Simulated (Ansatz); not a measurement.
The start is a relaxed Nb cell displaced along its unstable phonon at q = (0, 0, ½) of its primitive reciprocal cell (115i cm⁻¹), largest move 0.15 Å. A full variable-cell relaxation at zero pressure is run with PBEsol (plane waves to 420 eV, PAW, scalar-relativistic; Ansatz, a first-principles code). First-step values are on the input's coarse k-mesh.

Ansatz input (later rounds restart from its end on a renewed k-mesh):
Ansatz 0.2 input:
```yaml
crystal:
  lattice:
    - [2.8334750357, 0, 0]
    - [-1.4167375179, 2.4538613619, 0]
    - [0, 0, 5.3810305236]
  atoms:
    - { symbol: Nb, position: [0.0305640739, 0.0611281478, 0] }
    - { symbol: Nb, position: [-0.0305640739, -0.0611281478, 0.5] }
basis: { ecutwfc: 420, ecutrho_ratio: 4, xc_grid: 2, fft_grid_basis: typed }
kpoints: { mp_grid: { grid: [13, 13, 6] } }
hamiltonian:
  xc: pbesol
  dispersion: none
  pseudopotentials: { kind: paw }
scf: { occupations: { method: fermi_dirac, width: 0.05 } }
relax: { f_tol: 0.01, max_steps: 100, cell: { stress_tol: 0.02 } }
output: { forces: true, stress: true }
```

What is the largest force in the starting geometry, and on which atom (counted from 1)?

0.51 eV/Å, on Nb1, Nb2 (atoms numbered as listed).

How does the volume per atom move from start to end?

-4.1 %, from 18.71 to 17.95 Å³/atom.

Is the parent structure recovered?

It does not go back: it reaches Cmcm (No. 63), AFLOW prototype A_oC4_63_c (A20), 0.44 eV/atom below the parent.

How do the shortest distances between atoms change?

The closest pairs of elements (up to four, under 3.6 Å), start → end: Nb–Nb 2.71 → 2.62 Å.

What band gap does the relaxed structure have at this level?

No gap (metallic).

What does it relax into? Give the structure.


Space group Cmcm (No. 63); a = 2.622 Å, b = 5.534 Å, c = 4.946 Å, α = 90.00°, β = 90.00°, γ = 90.00°

| atom | site | symmetry | x | y | z |
|---|---|---|---|---|---|
| Nb | 4c | m2m | 0.0000 | 0.1351 | 0.2500 |
(The calculation used a cell of 2 atoms; values per cell refer to that cell.)

Final values are on a 19×19×10 k-mesh of the relaxed cell. No spin polarisation in the result.

The run could not lose the symmetry of its start: the end is stationary, and may be a saddle point rather than a minimum.

The relaxed structure here is a generated cell of Nb: the first start was made by placing the elements on the sites of a structure type, and the end was not matched to a known phase here, so it may be hypothetical. Known forms of Nb include space group No. 229.
